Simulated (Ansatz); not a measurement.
TiAl3 in space group I4/mmm (No. 139; Al on 2b, Al on 4d, Ti on 2a) under volume change, plane-wave PAW LDA (Ansatz code), shape and atoms relaxed at each volume.

```
V (Å³/atom)  E − E(relaxed) (meV/atom)  P (GPa)
-----------  -------------------------  -------
13.782                            52.3    13.31
14.236                            22.0     8.18
14.691                             ___      ___
15.145                             0.0     0.00
15.599                             ___      ___
16.054                            18.0    -6.03
16.508                            38.6    -8.42
```

### Question
Some entries are withheld; supply them.

### Answer

- 14.691, E − E(relaxed) (meV/atom): 5.2
- 14.691, P (GPa): 3.78
- 15.599, E − E(relaxed) (meV/atom): 4.7
- 15.599, P (GPa): -3.25

### Question
What does a third-order Birch–Murnaghan fit give for V₀, B₀ and B′?

### Answer
V₀ = 15.14 Å³/atom, B₀ = 117 GPa, B′ = 4.1.

The LDA relaxation kept the symmetry of its start; of distortions, only those at the zone centre were tested. No spin polarisation was allowed.

Potentials: the later of the program's two PAW sets.
